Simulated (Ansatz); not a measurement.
AlBO$_{3}$: zone-centre modes at 7.9 GPa

The calculation used DFT PBEsol, scalar-relativistic, plane waves, PAW (Ansatz 0.2.0). Plane waves to 420 eV; Γ-centred k mesh 12×12×12; Fermi-Dirac smearing of 0.15 eV. No spin polarisation. Phonons by linear response, acoustic sum rule imposed.

The cell is fixed (symmetry leaves no force on the atoms) and stands under 7.9 GPa:
```yaml
crystal:
  lattice:
    - [3.25390, 0.00000, 0.00000]
    - [0.00000, 3.25390, 0.00000]
    - [0.00000, 0.00000, 3.25390]
  atoms:
    - { symbol: Al, position: [0.00000, 0.00000, 0.00000] }
    - { symbol: B, position: [0.50000, 0.50000, 0.50000] }
    - { symbol: O, position: [0.50000, 0.50000, 0.00000] }
    - { symbol: O, position: [0.50000, 0.00000, 0.50000] }
    - { symbol: O, position: [0.00000, 0.50000, 0.50000] }
```

Its imaginary modes show that this cell, the ideal cubic perovskite prototype, isn't a minimum of the energy. In a metal, frequencies and elastic constants depend on the k mesh and the smearing, soft modes and shear constants most. A semilocal functional can close a gap that the real compound has.

Optical modes at Γ; i marks an imaginary frequency:
```csv
frequency (meV),degeneracy
60.5i,3
57.8i,3
26.2i,3
88.0,3
```

9 of the 12 optical modes are unstable, so the structure is a saddle point of the energy and would distort without enlarging its cell.

Cost: 1 run of about 2 core-minutes, on Intel Xeon Processor @ 2.50GHz (Skylake/Cascade Lake) (shared hosts).